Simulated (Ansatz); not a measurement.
Polymorphs of ZnS, each relaxed with plane-wave PAW r²SCAN+D4 (Ansatz code):

A: rock salt (Fm-3m)
a = b = c = 5.041 Å, α = β = γ = 90.00°

```json
[
 {"atom": "Zn", "site": "4a", "symmetry": "m-3m", "x": "0.0000", "y": "0.0000", "z": "0.0000"},
 {"atom": "S", "site": "4b", "symmetry": "m-3m", "x": "0.5000", "y": "0.5000", "z": "0.5000"}
]
```

B: P4/nmm
a = 4.733 Å, b = 4.733 Å, c = 4.069 Å, α = 90.00°, β = 90.00°, γ = 90.00°

```tsv
atom	site	symmetry	x	y	z
Zn	2c	4mm	0.5000	0.0000	0.0643
S	2a	-4m2	0.0000	0.0000	0.0000
```

**Question.** Order them by energy per atom at 0 K (lowest first) at the level r²SCAN+D4.

**Answer.** A (+0 meV/atom), B (+376 meV/atom)

**Question.** Give each one's gap.

**Answer.** A 0.13 eV; B no gap.

Constructed cells (a structure type filled with these elements, in neither database checked): B. Not the usual ambient phase: A; B. All cells were relaxed under the symmetry of their starts (and spin orders); stability against distortions was not tested throughout.

Energies hold the estimated change up to a 700 eV cutoff; steps of a few meV lie near the error of the meshes.

Potentials: the earlier of the program's two PAW sets. The files were generated under PBE; for other functionals the program regenerates the frozen cores, and for LDA and PBEsol the local potential too.
